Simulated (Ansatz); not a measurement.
## Slab of bcc Nb (100), 6 layers

The slab is cut from the bcc crystal, the stable phase, as relaxed on PAW files (18.15 Å³/atom), with 16 Å of vacuum and a dipole correction:

```yaml
crystal:
  lattice:
    - [3.31123, 0.00000, 0.00000]
    - [0.00000, 3.31123, 0.00000]
    - [0.00000, 0.00000, 24.27810]
  atoms:
    - { symbol: Nb, position: [0.25000, 0.25000, 0.32952] }
    - { symbol: Nb, position: [0.75000, 0.75000, 0.39771] }
    - { symbol: Nb, position: [0.25000, 0.25000, 0.46590] }
    - { symbol: Nb, position: [0.75000, 0.75000, 0.53410] }
    - { symbol: Nb, position: [0.25000, 0.25000, 0.60229] }
    - { symbol: Nb, position: [0.75000, 0.75000, 0.67048] }
```

Computed with Ansatz 0.2.0; functional PBE, scalar-relativistic. Settings: a Γ-centred 10×10×1 k mesh, Fermi–Dirac smearing of 0.05 eV, no spin polarisation. Methods: LAPW: all electrons, basis error target 1 meV/atom; PAW: frozen-core files, cutoff 420 eV.

The bulk energy comes from a cell in the slab's orientation on a 10×10×10 mesh. The surface energy is (E(slab) − N·E(bulk))/2A at zero smearing, the mean of both faces; thin slabs carry quantum-size effects.

Problem. As cut, the LAPW slab lies 3.443 eV above 6 atoms of bulk. What surface energy is that?

Solution. Over two faces of 10.96 Å² it is 157.0 meV/Å², and times 16.02 J/m² per eV/Å² that gives γ = 2.516 J/m².

Problem. What do relaxation and the other method give, and what work function comes out?

Solution. 

```
method  γ as cut (J/m²)  γ relaxed (J/m²)  Φ as cut (eV)  Φ relaxed (eV)
  LAPW            2.516             2.310           3.73            3.57
   PAW            2.514             2.308           3.73            3.57
```

Problem. How do the spacings between the planes relax?

Solution. From the bottom face up: d12 -11.3 % of 1.656 Å, d23 -1.8 % of 1.656 Å, d34 +5.2 % of 1.656 Å, d45 -1.8 % of 1.656 Å, d56 -11.3 % of 1.656 Å.

Problem. A field of 0.2 V/Å is applied along the normal, atoms held. What follows?

Solution. LAPW finds an induced dipole of 0.1519 e·Å a cell (PAW 0.1519), that is 12.54 Å for 4πα over the area, against 7.93 Å between the outer atoms.

Problem. A 3d core hole is made on one atom of each kind in every 1×1 cell (PAW hole dataset, neutral cell, valence without spin). What does it cost by layer?

Solution. layer 1 201.88 eV, layer 2 201.42 eV, layer 3 201.61 eV. Shifts between layers mean more than the absolute values, and a whole layer of holes screens otherwise than one hole.
